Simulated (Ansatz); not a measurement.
BAs:
```cif
data_AsB
_chemical_formula_sum 'B1 As1'
_space_group_name_H-M_alt 'Pm-3m'
_space_group_IT_number 221
_space_group_name_Hall '-P 4 2 3'
_cell_length_a 2.93969
_cell_length_b 2.93969
_cell_length_c 2.93969
_cell_angle_alpha 90.000
_cell_angle_beta 90.000
_cell_angle_gamma 90.000
loop_
_atom_site_label
_atom_site_type_symbol
_atom_site_symmetry_multiplicity
_atom_site_Wyckoff_symbol
_atom_site_fract_x
_atom_site_fract_y
_atom_site_fract_z
_atom_site_occupancy
B1 B 1 a 0.00000 0.00000 0.00000 1
As1 As 1 b 0.50000 0.50000 0.50000 1
```

Relaxed with PBE.

**Question.** Which orbitals make up the states near the Fermi level in plane-wave PAW PBE (Ansatz code)?

**Answer.** Within 0.5 eV of the Fermi level: B 2p 42 %, As 4p 37 %, B 2s 13 %, As 4s 5 %. Projections are on Löwdin-orthogonalised atomic valence shells; empty p or d shells of many metals are not among them.

**Question.** Tabulate the density of states.

**Answer.** States/eV per cell of 2 atoms, in 0.25 eV bins, energy from the Fermi level.

| E (eV) | total | As 4p | B 2p | B 2s |
|---|---|---|---|---|
| -7.85 | 0.46 | 0.20 | 0.07 | 0.13 |
| -7.60 | 0.49 | 0.22 | 0.08 | 0.14 |
| -7.35 | 0.54 | 0.24 | 0.09 | 0.15 |
| -7.10 | 0.62 | 0.26 | 0.11 | 0.18 |
| -6.85 | 0.60 | 0.25 | 0.11 | 0.17 |
| -6.60 | 0.59 | 0.25 | 0.11 | 0.15 |
| -6.35 | 0.60 | 0.25 | 0.13 | 0.14 |
| -6.10 | 0.61 | 0.26 | 0.14 | 0.13 |
| -5.85 | 0.60 | 0.25 | 0.14 | 0.12 |
| -5.60 | 0.60 | 0.25 | 0.14 | 0.11 |
| -5.35 | 0.57 | 0.25 | 0.14 | 0.11 |
| -5.10 | 0.58 | 0.25 | 0.15 | 0.11 |
| -4.85 | 0.59 | 0.25 | 0.16 | 0.11 |
| -4.60 | 0.64 | 0.27 | 0.18 | 0.12 |
| -4.35 | 0.72 | 0.31 | 0.21 | 0.12 |
| -4.10 | 0.74 | 0.31 | 0.22 | 0.13 |
| -3.85 | 0.70 | 0.27 | 0.21 | 0.13 |
| -3.60 | 0.65 | 0.25 | 0.19 | 0.14 |
| -3.35 | 0.66 | 0.25 | 0.20 | 0.14 |
| -3.10 | 0.73 | 0.28 | 0.22 | 0.16 |
| -2.85 | 0.76 | 0.29 | 0.23 | 0.16 |
| -2.60 | 0.74 | 0.29 | 0.22 | 0.15 |
| -2.35 | 0.74 | 0.29 | 0.23 | 0.15 |
| -2.10 | 0.76 | 0.30 | 0.23 | 0.15 |
| -1.85 | 0.75 | 0.30 | 0.24 | 0.14 |
| -1.60 | 0.80 | 0.31 | 0.27 | 0.14 |
| -1.35 | 0.81 | 0.31 | 0.29 | 0.14 |
| -1.10 | 0.86 | 0.33 | 0.32 | 0.14 |
| -0.85 | 0.91 | 0.35 | 0.36 | 0.13 |
| -0.60 | 0.90 | 0.34 | 0.36 | 0.13 |
| -0.35 | 0.89 | 0.34 | 0.36 | 0.12 |
| -0.10 | 0.87 | 0.33 | 0.36 | 0.12 |
| 0.15 | 0.88 | 0.32 | 0.37 | 0.11 |
| 0.40 | 0.87 | 0.31 | 0.37 | 0.11 |
| 0.65 | 0.87 | 0.31 | 0.38 | 0.11 |
| 0.90 | 0.88 | 0.31 | 0.39 | 0.11 |
| 1.15 | 0.84 | 0.29 | 0.38 | 0.10 |
| 1.40 | 0.84 | 0.29 | 0.39 | 0.09 |
| 1.65 | 0.90 | 0.30 | 0.43 | 0.09 |
| 1.90 | 0.91 | 0.29 | 0.45 | 0.09 |
| 2.15 | 0.92 | 0.28 | 0.47 | 0.08 |
| 2.40 | 0.97 | 0.28 | 0.51 | 0.08 |
| 2.65 | 0.97 | 0.27 | 0.53 | 0.07 |
| 2.90 | 1.05 | 0.27 | 0.59 | 0.06 |
| 3.15 | 0.98 | 0.27 | 0.55 | 0.04 |
| 3.40 | 0.87 | 0.28 | 0.48 | 0.03 |
| 3.65 | 0.79 | 0.28 | 0.43 | 0.02 |
| 3.90 | 0.79 | 0.33 | 0.37 | 0.03 |
| 4.15 | 0.95 | 0.43 | 0.35 | 0.09 |
| 4.40 | 0.99 | 0.44 | 0.38 | 0.08 |
| 4.65 | 1.07 | 0.48 | 0.42 | 0.09 |
| 4.90 | 0.93 | 0.40 | 0.37 | 0.09 |

The start of the workflow was typed in or built on a structure type; neither database checked (COD, Materials Project) lists it. It is not the phase usual at ambient conditions (space group No. 216). The PBE relaxation kept the symmetry of its start; its stability against distortions is not shown here. The volume moved by 31 % from the start of the relaxation. Its formation energy is positive at this level, so the cell may be metastable or incomplete. Scalar-relativistic: spin–orbit coupling is off unless named, which matters more the heavier the elements.

Potentials: the later of the program's two PAW sets.
